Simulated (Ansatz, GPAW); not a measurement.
This is a calculation of ZnRe for GPAW 26.7.0 (ASE script). The cell comes from a database or a generator and needn't be the stable form of this composition.

File run.py:

```python
from ase.dft.bandgap import bandgap
from ase.io import read, write
from ase.units import GPa
from gpaw import GPAW, PW

atoms = read('POSCAR')

calc = GPAW(mode=PW(600),
            xc='LDA',
            kpts={'size': (11, 11, 6), 'gamma': True},
            occupations={'name': 'methfessel-paxton', 'order': 0, 'width': 0.05},
            nbands=24,
            convergence={'density': 1e-05, 'energy': 1e-05},
            maxiter=150,
            txt='gpaw.txt')
atoms.calc = calc
energy = atoms.get_potential_energy()
forces = atoms.get_forces()
stress = atoms.get_stress()
calc.write('gs.gpw')
write('result.traj', atoms)
print(f'Energy: {energy:.6f} eV')
print('Forces (eV/A):')
print(forces.round(4))
print('Stress (GPa):', (stress / GPa).round(3))
print('Fermi level:', round(calc.get_fermi_level(), 4), 'eV')
print(f'Gap: {bandgap(calc)[0]:.4f} eV, direct: {bandgap(calc, direct=True)[0]:.4f} eV')
```

Contents of POSCAR:

```
ZnRe
1.0
    2.7482183437      0.0000000000      0.0000000000
   -1.3741091718      2.3800269008      0.0000000000
    0.0000000000      0.0000000000      4.4940660000
Re Zn
1 1
Direct
    0.3333333333      0.6666666667      0.5000000000
    0.0000000000      0.0000000000      0.0000000000
```

Potentials or basis: the program's PAW data sets (release 1.2.1) made for this functional, pw.

Command:

```console
$ OMP_NUM_THREADS=1 python run.py
```

Translate it to Ansatz 0.2.0. Potentials or basis there: all-electron LAPW, scalar-relativistic.

As run (cutoffs and basis follow the program's own potentials, and thresholds, step limits or extra output files can differ):

input.yaml

```yaml
crystal:
  lattice:
    - [2.7482183437, 0.0, 0.0]
    - [-1.3741091718, 2.3800269008, 0.0]
    - [0.0, 0.0, 4.494066]
  atoms:
    - { symbol: Re, position: [0.3333333333, 0.6666666667, 0.5] }
    - { symbol: Zn, position: [0.0, 0.0, 0.0] }
kpoints:
  mp_grid: { grid: [11, 11, 6] }
scf:
  occupations: { method: gaussian, width: 0.05 }
hamiltonian:
  xc: lda
  pseudopotentials: { kind: all_electron, lapw: { basis_error: 0.001 } }
output:
  forces: true
  stress: true
  eigenvalues: true
```

Potentials or basis: all-electron LAPW, scalar-relativistic.

Command:

```console
$ ansatz run input.yaml --threads 1 --pin off --max-ram 3072MiB --backend cpu --events-out ev --progress --plain --runs-dir out
```

Both were run:

|  | GPAW | Ansatz |
| --- | --- | --- |
| Pressure | -15.1 GPa | -14.1 GPa |

Where Ansatz's input types no cutoff or centring, it takes its own default and a Γ-centred mesh.

The two programs' LDA may be different fits to the electron gas.

The cell lies far from this level's equilibrium.

Pressure is positive in compression.
